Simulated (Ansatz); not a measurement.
Method: DFT PBE, scalar-relativistic, plane waves, PAW (Ansatz). Settings: cutoff 420 eV, Γ-centred meshes spaced at most about 0.3 Å⁻¹, and about 0.25 Å⁻¹ or finer for metals (2π included), Gaussian smearing. Collinear spin in cells that started with moments and kept them past the coarse steps, no spin elsewhere.

Temperature and zero-point effects are left out. All come from trial cells, and lower structures may exist.

Question: Order these relaxed structures of Na₃Zn₂N by energy, lowest first, with the energy over the lowest of them.
A.

```cif
data_structure
_symmetry_space_group_name_H-M 'P6/mmm'
_symmetry_Int_Tables_number 191
_cell_length_a 5.0515
_cell_length_b 5.0515
_cell_length_c 5.3680
_cell_angle_alpha 90.000
_cell_angle_beta 90.000
_cell_angle_gamma 120.000
_cell_volume 118.62
loop_
_atom_site_label
_atom_site_type_symbol
_atom_site_symmetry_multiplicity
_atom_site_Wyckoff_symbol
_atom_site_fract_x
_atom_site_fract_y
_atom_site_fract_z
_atom_site_occupancy
Na1 Na 1 b 0.00000 0.00000 0.50000 1
Na2 Na 2 d 0.33333 0.66667 0.50000 1
Zn1 Zn 2 c 0.33333 0.66667 0.00000 1
N1 N 1 a 0.00000 0.00000 0.00000 1
```

B.

```cif
data_structure
_symmetry_space_group_name_H-M 'P4/mmm'
_symmetry_Int_Tables_number 123
_cell_length_a 6.0065
_cell_length_b 6.0065
_cell_length_c 4.6704
_cell_angle_alpha 90.000
_cell_angle_beta 90.000
_cell_angle_gamma 90.000
_cell_volume 168.50
loop_
_atom_site_label
_atom_site_type_symbol
_atom_site_symmetry_multiplicity
_atom_site_Wyckoff_symbol
_atom_site_fract_x
_atom_site_fract_y
_atom_site_fract_z
_atom_site_occupancy
Na1 Na 2 e 0.00000 0.50000 0.50000 1
Na2 Na 1 d 0.50000 0.50000 0.50000 1
Zn1 Zn 2 g 0.00000 0.00000 0.24722 1
N1 N 1 c 0.50000 0.50000 0.00000 1
```

C.

```cif
data_structure
_symmetry_space_group_name_H-M 'P6/mmm'
_symmetry_Int_Tables_number 191
_cell_length_a 6.0573
_cell_length_b 6.0573
_cell_length_c 4.9507
_cell_angle_alpha 90.000
_cell_angle_beta 90.000
_cell_angle_gamma 120.000
_cell_volume 157.31
loop_
_atom_site_label
_atom_site_type_symbol
_atom_site_symmetry_multiplicity
_atom_site_Wyckoff_symbol
_atom_site_fract_x
_atom_site_fract_y
_atom_site_fract_z
_atom_site_occupancy
Na1 Na 3 g 0.50000 0.00000 0.50000 1
Zn1 Zn 2 c 0.33333 0.66667 0.00000 1
N1 N 1 a 0.00000 0.00000 0.00000 1
```

D.

```cif
data_structure
_symmetry_space_group_name_H-M 'R-3m:H'
_symmetry_Int_Tables_number 166
_cell_length_a 3.3948
_cell_length_b 3.3948
_cell_length_c 39.4611
_cell_angle_alpha 90.000
_cell_angle_beta 90.000
_cell_angle_gamma 120.000
_cell_volume 393.84
loop_
_atom_site_label
_atom_site_type_symbol
_atom_site_symmetry_multiplicity
_atom_site_Wyckoff_symbol
_atom_site_fract_x
_atom_site_fract_y
_atom_site_fract_z
_atom_site_occupancy
Na1 Na 3 b 0.66667 0.33333 0.83333 1
Na2 Na 6 c 0.00000 0.00000 0.91400 1
Zn1 Zn 6 c 0.66667 0.33333 0.97550 1
N1 N 3 a 0.00000 0.00000 0.00000 1
```

Answer: D (0 meV/atom), B (537 meV/atom), A (690 meV/atom), C (749 meV/atom). Forms: D R-3m, no spin; B P4/mmm, moments up to 1.3 μB; A P6/mmm, no spin; C P6/mmm, moments up to 1.9 μB. Even the lowest lies +0.23 eV/atom against the elements.

A magnetic state wasn't ruled out in cells without spin, among them P6/mmm at 19.8 Å³/atom. Another magnetic order may lie lower. Cells relaxed within their symmetry can be saddle points. Some types were kept out of the candidates beforehand, so the set may lack a known form.
